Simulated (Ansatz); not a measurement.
## YCl (R-3m)

Theory: Ansatz 0.2.0, DFT r2SCAN, scalar-relativistic, plane waves, PAW.

Plane waves to 500 eV, a k mesh through Γ of 15×15×15 on the computed 4-atom cell and Gaussian smearing (0.10 eV); no spin polarisation.

The structure is relaxed at this level of theory with its symmetry kept. Whether it is the stable form of this composition wasn't checked.

```cif
data_structure
_symmetry_space_group_name_H-M 'R-3m:H'
_symmetry_Int_Tables_number 166
_cell_length_a 3.7637
_cell_length_b 3.7637
_cell_length_c 28.5454
_cell_angle_alpha 90.000
_cell_angle_beta 90.000
_cell_angle_gamma 120.000
_cell_volume 350.18
loop_
_atom_site_label
_atom_site_type_symbol
_atom_site_symmetry_multiplicity
_atom_site_Wyckoff_symbol
_atom_site_fract_x
_atom_site_fract_y
_atom_site_fract_z
_atom_site_occupancy
Y1 Y 6 c 0.33333 0.66667 0.88328 1
Cl1 Cl 6 c 0.66667 0.33333 0.72311 1
```

```json
{
 "Space group": "R-3m (No. 166)",
 "Volume per atom": "29.18 Å³",
 "Generalised Kohn–Sham band gap": "none (metal)",
 "Density of states at the Fermi level": "21.91 states/eV per cell",
 "Löwdin character within 0.5 eV of the Fermi level": "Y 4d 84 %, unprojected 5 %"
}
```

The cell holds layers, and where no dispersion correction was added their binding is poorly described.